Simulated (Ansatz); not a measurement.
The guess for ZrH4 was made by a generator: ordered vacancies on the cation sites of rutile (Cmmm, No. 65) (occupants of the shared sites, in ratio, Zr: 1, vacant: 1). The dimensions are guesses.

```
Zr H
1.0
     3.58757   -3.58757    0.00000
     3.58757    3.58757    0.00000
     0.00000    0.00000    3.29783
Zr H
1 4
Cartesian
  0.0000 0.0000 0.0000
  3.5876 -1.3992 0.0000
  3.5876 1.3992 0.0000
  5.7760 0.0000 1.6489
  1.3992 0.0000 1.6489
```

Computed with DFT PBE, scalar-relativistic, plane waves, PAW in Ansatz. Cutoff 420 eV, Gaussian smearing, Γ-centred meshes. Cell and atoms relax first on a coarse mesh and then on a finer one. In between, the cell is made exact in the group found at 0.06 Å. In metals the finer mesh still leaves noise of several meV/atom or more. The steps can't lower the symmetry of their start. No spin polarisation in the relaxation; trial moments died out in a coarse test.

A guess keeps its type if space group and coordination stay and the shape of the cell changes little (axis ratios within about 15 %, angles within 6°); the volume may change.

Task: Does this structure survive the relaxation?

Result: It doesn't keep its type. The symmetry stays Cmmm (No. 65). The volume per atom shrinks by 52.9 %, from 17.0 to 8.0 Å³. The shortest distance goes from 2.16 Å (Zr–H) to 1.84 Å (H–H). Counting neighbours within 15 % of an atom's shortest distance, the start has H 1/2, Zr 6 and the end H 4/10, Zr 10. In detail, at the end Zr is surrounded by 10 H at 1.99–2.10 Å; around H on a site of symmetry m2m lie 1 H at 1.95 Å, 3 Zr at 2.05–2.10 Å and 6 H at 2.15–2.23 Å; around H on a site of symmetry 2mm lie 2 H at 1.84–1.89 Å, 2 Zr at 1.99 Å and 4 H at 2.23 Å.

Space group Cmmm (No. 65). a = 3.729 Å, b = 6.057 Å, c = 3.540 Å, α = 90.00°, β = 90.00°, γ = 90.00°
| atom | site | symmetry | x | y | z |
| --- | --- | --- | --- | --- | --- |
| Zr | 2a | mmm | 0.0000 | 0.0000 | 0.0000 |
| H | 4i | m2m | 0.5000 | 0.8390 | 0.0000 |
| H | 4h | 2mm | 0.7535 | 0.0000 | 0.5000 |

Formation energies are uncorrected and refer to the elements' standard structures at the same level (H₂ as a molecule).

Task: At what energy does it end?

Result: −0.10 eV/atom. It lies below the elements, which doesn't yet make it stable against other compounds or structures.

The last run used a 12×12×10 mesh (in the run's order of axes) for its 5-atom cell and Gaussian smearing of 0.10 eV. With hydrogen, zero-point motion can shift formation energies by some tens of meV/atom. Symmetry constrained the relaxation, so the result can be a saddle point.

In counts of neighbours, a slash parts the counts of unlike sites.
